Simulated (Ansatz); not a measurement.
Relaxed KMgF₃ (cubic perovskite):

```xyz
10
Lattice="8.1085 0.0000 0.0000 4.0543 4.0543 0.0000 0.0000 0.0000 4.0543" Properties=species:S:1:pos:R:3 pbc="T T T"
K     10.1357     2.0271     2.0271
K      6.0814     2.0271     2.0271
Mg     0.0000     0.0000     0.0000
Mg     4.0543     0.0000     0.0000
F      8.1085     2.0271     0.0000
F      4.0543     2.0271     0.0000
F      2.0271     0.0000     0.0000
F      6.0814     0.0000     0.0000
F      0.0000     0.0000     2.0271
F      4.0543     0.0000     2.0271
```

A phonon eigenvector at M = (0.5, 0.5, 0.0) is frozen into this cell: atom i moves by Q times the vector below, so Q is the largest atomic displacement, in Å. The cell is held. (q is in reciprocal vectors of the primitive cell; the cell shown is doubled to hold the pattern.)

| atom | x | y | z |
|---|---|---|---|
| Mg3 | 0.000 | 0.000 | 0.598 |
| Mg4 | 0.000 | 0.000 | -0.598 |
| F9 | 0.000 | 0.000 | -1.000 |
| F10 | 0.000 | 0.000 | 1.000 |

Atoms not listed stay in place.

Method: PBE (plane waves to 420 eV, PAW, scalar-relativistic; Ansatz, a first-principles code). k mesh 8×8×8 (Γ-centred), Fermi-Dirac smearing 0.05 eV. Energies are smeared free energies. KMgF3 was relaxed with its symmetry unable to fall. The zero of ΔE is the undisplaced structure.

Problem. Estimate the ΔE (meV/cell) and −dE/dQ from forces (eV/Å) for Q (Å) = -0.100, -0.050, 0.033, 0.050, 0.067.

Solution. 
```json
[
 {"Q (Å)": "-0.100", "ΔE (meV/cell)": "190.6", "−dE/dQ from forces (eV/Å)": "4.125"},
 {"Q (Å)": "-0.050", "ΔE (meV/cell)": "44.8", "−dE/dQ from forces (eV/Å)": "1.828"},
 {"Q (Å)": "0.033", "ΔE (meV/cell)": "19.7", "−dE/dQ from forces (eV/Å)": "-1.191"},
 {"Q (Å)": "0.050", "ΔE (meV/cell)": "44.8", "−dE/dQ from forces (eV/Å)": "-1.828"},
 {"Q (Å)": "0.067", "ΔE (meV/cell)": "80.9", "−dE/dQ from forces (eV/Å)": "-2.518"}
]
```

(A displaced cell: forces are minus the slopes of the energy, force constants its curvatures, and phonons follow from these.)
